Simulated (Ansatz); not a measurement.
Y:
```cif
data_Y2
_chemical_formula_sum 'Y2'
_space_group_name_H-M_alt 'P 1'
_space_group_IT_number 1
_cell_length_a 4.97932
_cell_length_b 4.97932
_cell_length_c 4.97932
_cell_angle_alpha 60.000
_cell_angle_beta 60.000
_cell_angle_gamma 60.000
loop_
_space_group_symop_operation_xyz
  'x, y, z'
loop_
_atom_site_label
_atom_site_type_symbol
_atom_site_fract_x
_atom_site_fract_y
_atom_site_fract_z
_atom_site_occupancy
Y1 Y 0.00000 0.00000 0.00000 1
Y2 Y 0.25000 0.25000 0.25000 1
```

Relaxed with PBE.

**Question.** Which orbitals make up the states near the Fermi level in PBE (plane waves, PAW; program Ansatz)?

**Answer.** Within 0.5 eV of the Fermi level: Y 4d 86 %, Y 5s 12 %. Projections are on Löwdin-orthogonalised atomic valence shells; empty p or d shells of many metals are not among them.

**Question.** Tabulate the density of states.

**Answer.** States/eV per cell of 2 atoms, in 0.25 eV bins, energy from the Fermi level.

```
E (eV)  total  Y 4d  Y 5s  Y 4p
------  -----  ----  ----  ----
-3.80    0.00  0.00  0.00  0.00
-3.55    0.08  0.00  0.08  0.00
-3.30    0.23  0.00  0.22  0.00
-3.05    0.33  0.00  0.32  0.00
-2.80    0.43  0.01  0.40  0.00
-2.55    0.52  0.03  0.47  0.01
-2.30    0.62  0.06  0.55  0.01
-2.05    0.76  0.10  0.62  0.01
-1.80    0.99  0.21  0.75  0.02
-1.55    1.16  0.34  0.78  0.02
-1.30    1.17  0.50  0.64  0.02
-1.05    2.85  2.40  0.39  0.02
-0.80    3.79  3.38  0.34  0.02
-0.55    3.95  3.26  0.62  0.02
-0.30    4.14  3.62  0.46  0.02
-0.05    4.33  4.02  0.25  0.02
0.20     4.41  3.87  0.48  0.03
0.45     8.04  6.82  1.03  0.08
0.70     5.88  5.41  0.30  0.06
0.95     5.05  4.55  0.23  0.06
1.20     5.15  4.45  0.20  0.07
1.45     2.02  1.65  0.05  0.02
1.70     0.79  0.70  0.01  0.00
1.95     4.46  3.96  0.11  0.05
2.20     3.29  2.71  0.17  0.03
2.45     2.53  1.95  0.17  0.02
2.70     3.85  2.79  0.37  0.02
2.95     0.85  0.35  0.09  0.00
3.20     1.23  0.71  0.11  0.00
3.45     1.71  1.17  0.15  0.00
3.70     2.38  1.65  0.24  0.01
3.95     1.58  1.31  0.09  0.00
```

Space group Fd-3m (diamond). The start of the workflow was typed in or built on a structure type; neither database checked (COD, Materials Project) lists it. It is not the phase usual at ambient conditions (space group No. 194). Symmetry was held in the PBE relaxation; its stability against distortions is not shown here. No spin polarisation was allowed. The volume moved by -17 % from the start of the relaxation. Scalar-relativistic: spin–orbit coupling is off unless named, which matters more the heavier the elements.

Potentials: the earlier of the program's two PAW sets.
